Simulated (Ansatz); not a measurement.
Given:

IrO2:
```yaml
crystal:
  lattice:
    - [4.47082, 0.00000, 0.00000]
    - [0.00000, 4.47082, 0.00000]
    - [0.00000, 0.00000, 3.15472]
  atoms:
    - { symbol: Ir, position: [0.50000, 0.50000, 0.50000] }
    - { symbol: Ir, position: [0.00000, 0.00000, 0.00000] }
    - { symbol: O, position: [0.69107, 0.69107, 0.00000] }
    - { symbol: O, position: [0.30893, 0.30893, 0.00000] }
    - { symbol: O, position: [0.80893, 0.19107, 0.50000] }
    - { symbol: O, position: [0.19107, 0.80893, 0.50000] }
```

This is the PBEsol-relaxed structure.

Question: All from plane-wave PAW PBEsol (Ansatz code), unless another level is named. Give the electronic character.

Answer: metallic (no gap).

Question: And the formation energy from the elements (no fitted shifts)?

Answer: -0.84 eV/atom.

Question: Predict the density of states at the Fermi level.

Answer: 0.47 states/eV per atom (mean over ±0.08 eV).

Question: Next, the gap with spin–orbit coupling?

Answer: none (metallic).

Space group P4_2/mnm (rutile). Symmetry was held in the PBEsol relaxation. The run is not spin-polarised. The references are the lowest solids computed at this level, not always the standard phases (solids in place of the gases). Spin–orbit coupling is left out wherever it is not named.

Potentials: the earlier of the program's two PAW sets. The files were generated under PBE; for other functionals the program regenerates the frozen cores, and for LDA and PBEsol the local potential too.
